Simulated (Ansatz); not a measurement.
Relaxed-ion elastic tensor of Re (bcc (W type), Im-3m) in GPa (Voigt order), r²SCAN in the plane-wave PAW code Ansatz; density 20.84 g/cm³, 14.84 Å³ per atom.

```tsv
	1	2	3	4	5	6
1	401	367	367	0.0	0.0	0.0
2	367	401	367	0.0	0.0	0.0
3	367	367	401	0.0	0.0	0.0
4	0.0	0.0	0.0	192	0.0	0.0
5	0.0	0.0	0.0	0.0	192	0.0
6	0.0	0.0	0.0	0.0	0.0	192
```

**Question.** Is the crystal mechanically stable?

**Answer.** Yes: the smallest eigenvalue of C is 34.6 GPa.

**Question.** Work out the Voigt and Reuss bounds. Is their mean of use?

**Answer.** K_V = 378, K_R = 378; G_V = 122, G_R = 38.1 GPa. The bounds lie so far apart that a Hill average or a Debye temperature from it would say little.

The start of the workflow was typed in or built on a structure type; the Crystallography Open Database copy checked does not list it. It is not the phase usual at ambient conditions (space group No. 194). Symmetry was held in the r²SCAN relaxation; whether a distortion lowers the energy is not shown. No spin polarisation was allowed. As this level gives no gap, shear constants depend on the k-mesh and smearing (Fermi–Dirac, 0.1 eV here). Scalar-relativistic: spin–orbit coupling is off unless named, which matters more the heavier the elements.

Potentials: the earlier of the program's two PAW sets.
